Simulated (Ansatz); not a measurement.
Values for one crystal, relaxed and computed with PBEsol (plane waves, PAW; program Ansatz); other levels are named.

* **Volume per atom**: 14.32 Å³
* **Band gap**: 0.61 eV (indirect)
* **Hill bulk and shear moduli**: 129 and 100 GPa
* **Gap with spin–orbit coupling**: 0.54 eV
* **Zero-point energy**: 78.9 meV/atom
* **Highest zone-centre frequency (without LO–TO term)**: 754 cm^-1
* **Electron effective mass with spin–orbit coupling**: 0.33, 0.33, 0.45 mₑ (principal values)

Question: Pick the material that matches.
(A) Ag2S, Cmcm (Ag on 4a, Ag on 4c, S on 4c)
(B) KF, rock salt
(C) YN, zinc blende
(D) BAs, P4_2/mnm (B on 4g, As on 4f)

Answer: D, BAs, P4_2/mnm (B on 4g, As on 4f)

The start of the workflow was typed in or built on a structure type; neither database checked (COD, Materials Project) lists it. It is not the phase usual at ambient conditions (space group No. 216). The PBEsol relaxation kept the symmetry of its start; phonons on a q-mesh show no instability. Scalar-relativistic: spin–orbit coupling is off unless named, which matters more the heavier the elements.

Potentials: the later of the program's two PAW sets.
